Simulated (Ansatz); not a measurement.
ZrGe:
```cif
data_Ge4Zr4
_chemical_formula_sum 'Zr4 Ge4'
_space_group_name_H-M_alt 'Pnma'
_space_group_IT_number 62
_space_group_name_Hall '-P 2ac 2n'
_cell_length_a 7.09785
_cell_length_b 3.92088
_cell_length_c 5.40575
_cell_angle_alpha 90.000
_cell_angle_beta 90.000
_cell_angle_gamma 90.000
loop_
_atom_site_label
_atom_site_type_symbol
_atom_site_symmetry_multiplicity
_atom_site_Wyckoff_symbol
_atom_site_fract_x
_atom_site_fract_y
_atom_site_fract_z
_atom_site_occupancy
Zr1 Zr 4 c 0.17773 0.25000 0.63191 1
Ge1 Ge 4 c 0.04743 0.25000 0.15312 1
```

Relaxed at zero pressure with the program Ansatz at the r²SCAN level (PAW).

Task: The volume is lowered by 9 % and shape and atoms relax at that volume. What pressure results, and how do the axes share the change?

Result: 15.2 GPa; a -3.2 %, b -3.2 %, c -2.8 %; the energy rises by 74 meV/atom.

Task: Give the new structure.

Result: 
Space group Pnma (No. 62); a = 6.869 Å, b = 3.794 Å, c = 5.254 Å, α = 90.00°, β = 90.00°, γ = 90.00°

| atom | site | symmetry | x | y | z |
|---|---|---|---|---|---|
| Zr | 4c | .m. | 0.1764 | 0.2500 | 0.6293 |
| Ge | 4c | .m. | 0.0466 | 0.2500 | 0.1499 |

The phase is kept; no other phase was compared at this pressure.

The workflow started from a Materials Project entry (that database holds measured and hypothetical structures alike); the Crystallography Open Database copy checked does not list it. Its standing as an ambient phase is unchecked. The r²SCAN relaxation kept the symmetry of its start; its stability against distortions is not shown here. The run is not spin-polarised.

Potentials: the later of the program's two PAW sets.
